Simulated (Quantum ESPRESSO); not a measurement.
## Different elements on one site among Hf In Pd W

All numbers below are calculated, not measured. They come from Quantum ESPRESSO 7.5, a public plane-wave density functional program. Each row is one single-point run on a made-up periodic cell of eight metal atoms, with elements, volume, strain and displacements drawn at random and not relaxed, so a cell may be unstable or far from any real phase. There is no spin polarisation or spin-orbit coupling.

Settings: PBE unless stated; PseudoDojo standard norm-conserving files; Fermi-Dirac width 0.25 eV, which means electrons at about 2900 K; cutoff 1197 eV; 5 x 5 x 4 k mesh shifted half a step off Gamma. E is the free energy of the whole cell (internal energy minus TS), so a -TS column is already part of it. Stress is positive in tension, and the pressure P is minus a third of its trace.

Checks: one run of this series was repeated at a higher cutoff and on a denser mesh, which moved values by no more than 0.009 eV, 0.08 GPa and 0.011 eV/Å, and a second program with other atomic files agreed on it to 2 % rms in force and 0.5 GPa in pressure. Known limits: heavy elements are run without spin-orbit coupling, which real alloys of them have; a spin test at this wide smearing found no moment, but such smearing suppresses magnetism that the real alloy may have.

The lattice is hexagonal close-packed, and the cell vectors in Å are (0.000, 0.058, -4.857); (0.042, 5.350, -0.063); (6.010, 0.049, 0.000), a volume of 156.15 Å³. The elements on sites 1 to 8 are X W In Pd Pd W Hf In. The runs change X and keep the cell and the displaced positions. The column v is a rough volume for each atom of the pure element, close to PBE values, from general knowledge and not from these runs. Energies are left out, as each element's file has its own zero.

| run | X | v (Å³) | -TS (eV) | force on X (eV/Å) | rms force (eV/Å) | P (GPa) |
|---|---|---|---|---|---|---|
| 1 | Sc | 24.6 | -1.416 | 1.862 | 0.814 | -6.38 |
| 2 | Ta | 18.3 | ? | ? | ? | ? |
| 3 | Rh | 14.1 | -1.523 | 0.318 | 0.747 | -13.04 |
| 4 | Ru | 13.8 | -1.590 | 0.451 | 0.736 | -13.56 |
| 5 | Zn | 15.2 | -1.287 | 0.816 | 0.696 | -10.42 |

## Worked fit

A straight line through the runs shown gives P = -21.1 + 0.606 v GPa with v in Å³, an error of 0.140 on the slope and a scatter of 1.25 GPa. At this fixed volume the pressure tends to rise with the size of X.

## Withheld run

Question: what pressure should run 2, with Ta, give?

The fit gives -10.01 ± 1.41 GPa. The calculation gave -9.55 GPa.
